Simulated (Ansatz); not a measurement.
The cell below belongs to a search over invented structures; it isn't taken from experiment.

Input and command of a plane-wave DFT calculation in Ansatz:

```yaml
crystal:
  lattice:
    - [-1.854800614, 3.6495346442, 3.9943319066]
    - [1.854800614, -3.6495346442, 3.9943319066]
    - [1.854800614, 3.6495346442, -3.9943319066]
  atoms:
    - { symbol: Ga, position: [0.7654789432, 0.2654789432, 0.5] }
    - { symbol: Ga, position: [0.2345210568, 0.7345210568, 0.5] }
    - { symbol: Ga, position: [0.0, 0.0, 0.0] }
    - { symbol: B, position: [0.5, 0.0, 0.5] }
    - { symbol: As, position: [0.7208939108, 0.5, 0.2208939108] }
    - { symbol: As, position: [0.2791060892, 0.5, 0.7791060892] }
basis:
  ecutwfc: 420
kpoints:
  mp_grid: { grid: [12, 12, 12] }
hamiltonian:
  xc: pbe
scf:
  occupations: { method: gaussian, width: 0.1 }
output:
  forces: true
  stress: true
  eigenvalues: true
  write_density: true
  write_potential: true
  elf: true
  volumetric_format: npy
relax:
  adjacent_minimum: "off"
  f_tol: 0.01
  max_steps: 80
  cell: { stress_tol: 0.05 }
```

```bash
ansatz run input.yaml --threads 1 --pin off --max-ram 2560MiB --backend cpu --events-out ev --progress --plain --runs-dir out
```

Processor: Intel(R) Xeon(R) Processor @ 2.70GHz, 1 thread, on a host shared with other jobs.

Question: How long does it run, and how much memory does it take?

Answer: About 16 min, peak memory 1.1 GiB. It solves 44 bands at 280 k points (after reduction by symmetry) with about 2155 plane waves (on the last cell), in 77 SCF iterations over 10 ionic steps.
